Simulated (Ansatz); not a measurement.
## Comparing deformations in VN₂

All numbers below come from DFT PBE, scalar-relativistic, plane waves, PAW (Ansatz 0.2.0). Settings: plane waves to 420 eV, k-mesh 16×16×16 (Γ-centred), Gaussian smearing 0.15 eV. No spin polarisation. Energies are free energies at this smearing, counted from the undisturbed cell; pressure is positive in compression.

The undisturbed cell (relaxed at this level; with this scan's settings it stands at 0.1 GPa):

```
CELL_PARAMETERS angstrom
-2.15335 2.15335 2.48424
2.15335 -2.15335 2.48424
2.15335 2.15335 -2.48424
ATOMIC_POSITIONS crystal
V 0.25000 0.25000 0.00000
V 0.75000 0.75000 0.00000
N 0.11357 0.61357 0.72715
N 0.61357 0.88643 0.50000
N 0.88643 0.38643 0.27285
N 0.38643 0.11357 0.50000
```

The cell is strained by ε times a Voigt pattern (xx, yy, zz, yz, xz, xy; engineering shear) with fractional coordinates fixed. τ = (1/V0) dE/dε comes from the stress tensor. Of each scan, only the three points used here are listed.

```csv
pattern,ε,τ (GPa)
"(1, -1, 0, 0, 0, 0)",-0.0100,-9.13
"(1, -1, 0, 0, 0, 0)",0.0000,0.00
"(1, -1, 0, 0, 0, 0)",0.0050,4.57
"(1, 1, 0, 0, 0, 0)",-0.0250,-48.25
"(1, 1, 0, 0, 0, 0)",0.0000,0.08
"(1, 1, 0, 0, 0, 0)",0.0250,41.65
"(0, 0, 1, 0, 0, 0)",-0.0250,-16.89
"(0, 0, 1, 0, 0, 0)",0.0000,-0.24
"(0, 0, 1, 0, 0, 0)",0.0250,12.71
```

Question: Which constants do the scans give, and which deformation costs least for the same size of strain tensor?

Answer: The slope dτ/dε at zero (parabola through three points) is pᵀCp: (1, -1, 0, 0, 0, 0) gives C11 + C22 − 2 C12 = 913 GPa; (1, 1, 0, 0, 0, 0) gives C11 + C22 + 2 C12 = 1798 GPa; (0, 0, 1, 0, 0, 0) gives C33 = 592 GPa. The size of the strain tensor, ε:ε, is ε² times 2.0, 2.0, 1.0. Per unit of it the stiffnesses are 457, 899, 592 GPa, so (1, -1, 0, 0, 0, 0) is the softest of these: at ε:ε = (1 %)² the quadratic term costs 1.09 meV/atom against 2.15 for the stiffest. These are clamped-ion values.

Forces appear on the atoms along this scan, and letting them relax would lower the energy and soften the response. In a metal these slopes depend on the k mesh and the smearing.